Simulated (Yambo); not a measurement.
```
AlClO
1.0
    3.14730     0.00000     0.00000
    0.00000     3.63328     0.00000
    0.00000     0.00000     7.84507
O Al Cl
2 2 2
Direct
  0.50000   0.50000   0.95019
  0.00000   0.00000   0.04981
  0.50000   0.00000   0.89456
  0.00000   0.50000   0.10544
  0.00000   0.00000   0.68063
  0.50000   0.50000   0.31937
```

Cell and atoms were relaxed with PBE+D3(BJ) from Materials Project entry mp-27863, within its symmetry.

Where are the main features of Im ε from RPA with local fields on PBEsol bands (Yambo; 10×10×4 mesh, 68 bands, 3 Ry local-field block, 0.2 eV broadening; field along z)?

Peaks at 9.2 eV (3.2), 10.9 eV (3.6), 12.1 eV (3.4), 13.6 eV (3.4), heights in brackets. Peak heights and small wiggles depend on the k mesh. Convergence of the RPA response with its 10×10×4 mesh was not tested. No excitonic effects at this level.
